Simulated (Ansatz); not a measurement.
**HfC: one input, then a changed one**

Structure from Materials Project entry mp-21075 (possibly hypothetical), not relaxed further. The listed cell was then made from it by scaling, straining or moving an atom.

First run: DFT, LDA, all-electron LAPW, scalar-relativistic (Ansatz 0.2.0).

Command: `ansatz run input.yaml --threads 1 --pin off --max-ram 2048MiB --backend cpu --events-out ev --progress --plain --runs-dir out` The run took about 27 s on 1 thread of a shared machine.

```yaml
crystal:
  lattice:
    - [0.0, 2.2702394045, 2.2702394045]
    - [2.2702394045, 0.0, 2.2702394045]
    - [2.2702394045, 2.2702394045, 0.0]
  atoms:
    - { symbol: Hf, position: [0.0, 0.0, 0.0] }
    - { symbol: C, position: [0.5, 0.5, 0.5] }
kpoints:
  mp_grid: { grid: [14, 14, 14] }
scf:
  occupations: { method: fermi_dirac, width: 0.05 }
hamiltonian:
  xc: lda
  pseudopotentials: { kind: all_electron, lapw: { basis_error: 0.0005 } }
output:
  forces: true
  stress: true
  eigenvalues: true
```

Result: converged; pressure 5.88 GPa; no gap on the k mesh; 10 SCF iterations.

No spin–orbit coupling, which matters for the heavy atoms here.

The input is then changed:

```diff
@@ -14,4 +14,5 @@
   xc: lda
   pseudopotentials: { kind: all_electron, lapw: { basis_error: 0.0005 } }
+  hubbard: { sites: [{ species: Hf, l: d, u_eff: 2.0 }], double_counting: fll }
 output:
   forces: true
```

Q: What does the second run give?

A: It converged; pressure 9.29 GPa; no gap on the k mesh; 8 SCF iterations.
